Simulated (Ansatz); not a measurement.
InMo2N:
```yaml
crystal:
  lattice:
    - [3.17678, 0.00000, 0.00000]
    - [-1.58839, 2.75117, 0.00000]
    - [0.00000, 0.00000, 13.26584]
  atoms:
    - { symbol: In, position: [0.33333, 0.66667, 0.75000] }
    - { symbol: In, position: [0.66667, 0.33333, 0.25000] }
    - { symbol: Mo, position: [0.33333, 0.66667, 0.07567] }
    - { symbol: Mo, position: [0.66667, 0.33333, 0.57567] }
    - { symbol: Mo, position: [0.66667, 0.33333, 0.92433] }
    - { symbol: Mo, position: [0.33333, 0.66667, 0.42433] }
    - { symbol: N, position: [0.00000, 0.00000, 0.00000] }
    - { symbol: N, position: [0.00000, 0.00000, 0.50000] }
```

Relaxed with PBEsol. Special points in fractions of this cell's reciprocal vectors: Γ (0.000, 0.000, 0.000); M (0.500, 0.000, 0.000); K (0.333, 0.333, 0.000); A (0.000, 0.000, 0.500); L (0.500, 0.000, 0.500); H (0.333, 0.333, 0.500).

Task: List the band energies nearest the Fermi level at these points for DFT-PBEsol in the program Ansatz with PAW potentials.

Result: In eV from the Fermi level; about four levels below and three above (degenerate sets whole), none deeper than 8.9 eV; points with the same levels are listed once.

| k | below | above |
|---|---|---|
| Γ | -0.20 -0.20 -0.06 -0.06 | 1.03 1.09 1.37 1.37 |
| M | -2.41 -0.16 -0.11 -0.04 | 0.43 0.57 0.82 |
| K | -0.83 -0.83 -0.50 -0.50 -0.14 | 0.88 1.57 1.57 |
| A | -0.13 -0.13 -0.13 -0.13 | 1.04 1.04 1.38 1.38 1.38 1.38 |
| L | -2.47 -2.47 -0.11 -0.11 | 0.03 0.03 0.63 0.63 |
| H | -1.57 -1.57 -1.25 -1.25 | 0.07 0.07 1.09 1.09 |

Space group P6_3/mmc. The start of the workflow was typed in or built on a structure type; neither database checked (COD, Materials Project) lists it. Its standing as an ambient phase is unchecked. The PBEsol relaxation kept the symmetry of its start. At this level the phase is mechanically unstable. The workflow began spin-polarised and lost its moments. Spin–orbit coupling is left out wherever it is not named.

Potentials: the earlier of the program's two PAW sets. The files were generated under PBE; for other functionals the program regenerates the frozen cores, and for LDA and PBEsol the local potential too.
